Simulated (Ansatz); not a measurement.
Stress against strain in YTl

```
CELL_PARAMETERS angstrom
3.75100 0.00000 0.00000
0.00000 3.75100 0.00000
0.00000 0.00000 3.75100
ATOMIC_POSITIONS crystal
Y 0.50000 0.50000 0.50000
Tl 0.00000 0.00000 0.00000
```

Atom numbers follow the list: Y1, Tl2.

The geometry is COD entry 1527195, unchecked; take it as a test cell.

No spin–orbit coupling, which matters for the heavy atoms here.

Computed with DFT, LDA, all-electron LAPW, scalar-relativistic in Ansatz 0.2.0.

Settings: a Γ-centred 11×11×11 k mesh, Fermi–Dirac smearing of 0.08 eV, basis error target 0.25 meV/atom, no spin polarisation.

The strain is applied along the Cartesian axes of the cell as listed (the other components stay zero). Fractional coordinates are held (clamped ions).

σ is the change of stress from the unstrained cell, which is at -2.99 GPa; tension is positive, so slopes are stress–strain coefficients at that pressure. In a metal the k mesh adds noise.

Only quantities that a quadratic follows smoothly over the whole series are listed; rougher ones are left out.

```
εxx = εyy  σzz (GPa)  σxx (GPa)
  -0.0200      -2.31      -2.60
  -0.0100      -1.09      -1.23
   0.0000       0.00       0.00
   0.0200       1.82       2.05
```

Fit the series and read off the stiffness at zero strain.

Least-squares fits y = p0 + p1 x + p2 x² to the rows give σzz (GPa): p1 = 103, p2 = -620; σxx (GPa): p1 = 116, p2 = -690. So 2 C12 = 103 GPa and C11 + C12 = 116 GPa.

One run, at εxx = εyy = 0.0100, is withheld. Predict its row.

The fits give 0.97, 1.09; the run gave 0.97, 1.09.
